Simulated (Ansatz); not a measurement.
# HfC: computed property card

HfC:
```cif
data_C4Hf4
_chemical_formula_sum 'Hf4 C4'
_space_group_name_H-M_alt 'F-43m'
_space_group_IT_number 216
_space_group_name_Hall 'F -4 2 3'
_cell_length_a 5.02667
_cell_length_b 5.02667
_cell_length_c 5.02667
_cell_angle_alpha 90.000
_cell_angle_beta 90.000
_cell_angle_gamma 90.000
loop_
_atom_site_label
_atom_site_type_symbol
_atom_site_symmetry_multiplicity
_atom_site_Wyckoff_symbol
_atom_site_fract_x
_atom_site_fract_y
_atom_site_fract_z
_atom_site_occupancy
Hf1 Hf 4 a 0.00000 0.00000 0.00000 1
C1 C 4 d 0.75000 0.75000 0.75000 1
```
(The calculation used a cell of 2 atoms; values per cell refer to that cell.)

Space group F-43m (No. 216), zinc blende; conventional cell a = 5.0267 Å, b = 5.0267 Å, c = 5.0267 Å, α = 90.00°, β = 90.00°, γ = 90.00°.

Method: the program Ansatz at the r²SCAN level (PAW). Geometry: relaxed at this level of theory. Other levels are named where they apply.

**Cell and energy**

Volume per atom: 15.88 Å³
Density: 9.96 g/cm³
Formation energy from the elements (no fitted shifts): -0.45 eV/atom

**Electronic structure**

* **Band gap**: 0.57 eV (direct)
* **Valence-band maximum**: at W
* **Conduction-band minimum**: at W (6 equivalent valleys)
* **Electron effective mass**: 0.34, 0.34, 3.2 mₑ (principal values)
* **Electron effective mass with spin–orbit coupling**: 0.30, 0.30, 2.6 mₑ (principal values)
* **Hole effective mass**: 0.52, 0.52, 9.5 mₑ (principal values)
* **Hole effective mass with spin–orbit coupling**: 1.4, 1.4, 4.3 mₑ (principal values)
* **HSE06 gap on the r²SCAN cell**: 0.97 eV
* **Gap with spin–orbit coupling**: 0.43 eV

**Mechanics**

- Bulk modulus (Birch–Murnaghan fit): 164 GPa
- Pressure derivative B′: 3.6
- Elastic constants (relaxed ions, GPa): C11 = 191, C12 = 150, C44 = 68.5
- Mechanical stability: stable (all eigenvalues of C positive)
- Hill bulk and shear moduli: 164 and 42.2 GPa
- Young's modulus: 117 GPa
- Poisson's ratio: 0.38
- Debye temperature from the elastic constants: 275 K

**Charges**

* **Bader charges**: Hf +2.06, C -2.06 e

The start of the workflow was typed in or built on a structure type; neither database checked (COD, Materials Project) lists it. It is not the phase usual at ambient conditions (space group No. 225). The r²SCAN relaxation kept the symmetry of its start; its stability against distortions is not shown here. The run is not spin-polarised. The references are the lowest solids computed at this level, not always the standard phases. Scalar-relativistic: spin–orbit coupling is off unless named, which matters more the heavier the elements.

Potentials: the earlier of the program's two PAW sets. The files were generated under PBE; for other functionals the program regenerates the frozen cores, and for LDA and PBEsol the local potential too.
